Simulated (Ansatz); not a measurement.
# Ru: from a starting cell to a relaxed one

The start is a generated cell, Ru built in the hcp structure type. A full variable-cell relaxation at zero pressure is run with PBEsol (plane waves to 420 eV, PAW, scalar-relativistic; Ansatz, a program for electronic structure). The first steps use a coarse 14×14×8 k-mesh.

Initial structure:
```
Ru
1.0
    2.70000     0.00000     0.00000
   -1.35000     2.33827     0.00000
    0.00000     0.00000     4.27680
Ru
2
Direct
  0.33333   0.66667   0.75000
  0.66667   0.33333   0.25000
```

Question: How large is the pressure on the unrelaxed cell, and of which sign?

Answer: -4.4 GPa (negative: the cell is under tension).

Question: How does the volume change?

Answer: -1.3 %, from 13.50 to 13.32 Å³/atom.

Question: How do the shortest distances between atoms change?

Answer: The closest pairs of elements (up to four, under 3.6 Å), start → end: Ru–Ru 2.65 → 2.63 Å.

Question: Is the relaxed structure metallic? Give its gap.

Answer: No gap (metallic).

Question: Give the final cell and atomic positions.

Answer: 
Space group P6₃/mmc (No. 194); a = b = 2.6920 Å, c = 4.2460 Å, α = β = 90.00°, γ = 120.00°

```csv
atom,site,symmetry,x,y,z
Ru,2d,-6m2,0.6667,0.3333,0.2500
```

The space group stays P6₃/mmc (No. 194) (the run could not lower it); the end is hcp (Mg type), with 2 atoms in the primitive cell. Final values are on a 20×20×11 k-mesh of the relaxed cell. No spin polarisation in the result.

The run could not lose the symmetry of its start; a randomly shaken copy of 2 atoms returns to this structure.

All atoms sit on sites fixed by symmetry, so only the cell could relax.
